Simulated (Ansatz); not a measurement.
A: Sr (fcc, Cu type), a = b = c = 6.0999 Å, α = β = γ = 90.00°
B: Ge (diamond), a = 5.6744 Å, b = 5.6744 Å, c = 5.6744 Å, α = 90.00°, β = 90.00°, γ = 90.00°
C: Mo (bcc, W type), a = b = c = 3.1506 Å, α = β = γ = 90.00°
D: HgTe (zinc blende), a = b = c = 6.5728 Å, α = β = γ = 90.00°
E: Au (fcc, Cu type), a = 4.1241 Å, b = 4.1241 Å, c = 4.1241 Å, α = 90.00°, β = 90.00°, γ = 90.00°

Scan: energy against volume (even scaling of the relaxed cell, symmetry kept). All come from one method, each on a k mesh of its own. All were relaxed with their symmetry unable to fall. At this level the bands of HgTe touch or barely overlap. Mo is run without spin polarisation. Spin-orbit coupling is left out.

Put the candidates in order of bulk modulus (fitted), highest first, for r2SCAN (plane waves to 500 eV, PAW, scalar-relativistic; Ansatz, a first-principles code).

C (271 GPa), E (154 GPa), B (70.6 GPa), D (40.0 GPa), A (11.8 GPa)

(Under strain, the slope of the energy per volume gives the stress and its curvature an elastic modulus.)
